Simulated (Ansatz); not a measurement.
Calculated with Ansatz: CsI$_{6}$Br, settings compared

The command:

```bash
ansatz run input.yaml --threads 1 --pin off --max-ram 2560MiB --backend cpu --events-out ev --progress --plain --runs-dir out
```

Input:

```yaml
crystal:
  lattice:
    - [7.025775, 0.0, 0.0]
    - [-0.795457, 6.980599, 0.0]
    - [-0.795457, -0.891253, 6.923473]
  atoms:
    - { symbol: I, position: [0.0778, 0.8089, 0.7042] }
    - { symbol: I, position: [0.7042, 0.0778, 0.8089] }
    - { symbol: I, position: [0.8089, 0.7042, 0.0778] }
    - { symbol: I, position: [0.9222, 0.1911, 0.2958] }
    - { symbol: I, position: [0.2958, 0.9222, 0.1911] }
    - { symbol: I, position: [0.1911, 0.2958, 0.9222] }
    - { symbol: Cs, position: [0.5, 0.5, 0.5] }
    - { symbol: Br, position: [0.0, 0.0, 0.0] }
  symmetry: { tolerance: 0.0003 }
kpoints:
  mp_grid: { grid: [3, 3, 3], shift: [0, 0, 0] }
magnetization:
  spin_polarized: false
scf:
  occupations: { method: methfessel_paxton, width: 0.0982 }
hamiltonian:
  pseudopotentials: { kind: paw }
  xc: pbe
basis:
  ecutwfc: 420
output:
  forces: true
  stress: true
  eigenvalues: true
```

Origin of the cell: a known structure type with other elements, at an estimated volume, so it need not be a known compound.

Output of this run (shortened):

```
SCF iter   1: F=—  HF=-53528.289231 eV  Δρ=2.15e-3  dr2=5.43e-2  defer=10
SCF iter   2: F=—  HF=-53528.277078 eV  S|Δr|=    0.00e0  Δρ=1.09e-3  dr2=5.18e-3  defer=14
SCF iter   3: F=—  HF=-53528.276777 eV  S|Δr|=    0.00e0  Δρ=4.71e-4  dr2=1.09e-3  defer=4
SCF iter   4: F=—  HF=-53528.276859 eV  S|Δr|=    0.00e0  Δρ=1.05e-4  dr2=8.54e-5  defer=4
SCF iter   5: F=—  HF=-53528.276996 eV  S|Δr|=    0.00e0  Δρ=4.13e-5  dr2=1.06e-5  defer=4
SCF iter   6: F=—  HF=-53528.277003 eV  S|Δr|=    0.00e0  Δρ=9.88e-6  dr2=3.12e-7  defer=4
SCF iter   7: F=-53528.277003 eV  HF=-53528.277003 eV  S|Δr|=    0.00e0  Δρ=3.36e-6  dr2=3.63e-8
SCF 1 converged in 7 iterations: F = -53528.277003 eV  dr2 = 3.63e-8
SCF converged after 7 iterations
Stability not checked: this state was not tested for a lower state beside it, because cold or Methfessel-Paxton smearing, or corrected tetrahedra, fill the levels in a way that the test cannot read (fill_not_monotonic; […]
Free energy (F): -53528.277003 eV
Harris-Foulkes:  -53528.277003 eV  (|F-HF|=5.20e-9)
Internal energy: -53528.277003 eV  (E = F + TS)
E sigma→0 (E₀):  -53528.277003 eV
Fermi energy:    5.638838 eV
--- Per-component energies (eV) ---
  E_band       = -2449.299332
  E_kinetic    = 1424.243902
  E_local      = -15040.832407  (includes V_loc(G=0)·N_el)
  E_nonlocal   = -442.938406
  E_hartree    = 7572.194764
  E_xc         = -1210.951925
  E_vxc        = -1007.081085  (∫ρ·V_xc dr)
  E_paw        = -36209.517467  (= ΣΔE_a)
  E_vpaw       = -2527.082811  (= ΣTr[D̂ρ^β])
  E_aug_tail   = -0.000076  (compensation charges beyond the density's cutoff)
  E_ewald      = -9620.475388
  E_smearing   = 0.000000  (= −TS)
  Σ components = -53528.277003   (vs F -53528.277003, Δ=0.00e0)
--- Forces (eV/Å), atoms counted from 1 ---
  atom   1  I      1.504780    -1.628558    -3.195100
  atom   2  I     -3.112355     1.159858    -2.023165
  atom   3  I     -1.788458    -3.336297     0.892057
  atom   4  I     -1.504780     1.628558     3.195100
  atom   5  I      3.112355    -1.159858     2.023165
  atom   6  I      1.788458     3.336297    -0.892057
  atom   7  Cs     0.000000     0.000000    -0.000000
  atom   8  Br    -0.000000     0.000000     0.000000
  max |Σ_I F_I| component: 4.44e-16 eV/Å
--- Stress (GPa, compression-positive) ---
        9.230669      -0.243900      -0.277312
       -0.243902       9.175083      -0.310705
       -0.277310      -0.310706       9.095089
  P = ⅓ Tr σ = 9.1669 GPa (91.669 kbar)
```

The same input was run again with these changes:

1. `hamiltonian.dispersion` default → d4
2. `scf.algorithm` default → density_mixing
3. `kpoints.mp_grid.grid` [3, 3, 3] → [4, 4, 4]; `crystal.symmetry` { tolerance: 0.0003 } → { detect: false }
4. `hamiltonian.dispersion` default → d3bj; `crystal.symmetry` { tolerance: 0.0003 } → { detect: false }; `scf.n_extra_bands` default → 2

| run | end | SCF iterations | P (GPa) | max force component (eV/Å) | gap on mesh (eV) | moment (μB) | ΔE(σ→0) (meV/atom) |
| --- | --- | --- | --- | --- | --- | --- | --- |
| base | converged | 7 | 9.17 | 3.336 | 1.44 | – | 0 |
| 1 | converged | 7 | 8.09 | 3.355 | 1.44 | – | – |
| 2 | converged | 7 | 9.17 | 3.336 | 1.44 | – | 0.00 |
| 3 | converged | 7 | 9.17 | 3.334 | 1.37 | – | 0.60 |
| 4 | converged | 8 | 8.10 | 3.349 | 1.44 | – | – |

Energies are compared only where functional, datasets, charge and starting cell are the same.

Caveats of the base run: no spin-orbit coupling, though heavy elements are present.

The base run took 9 s on 1 thread of Arm Neoverse V1 (shared host), peak memory 0.55 GiB, from the program's own first density.
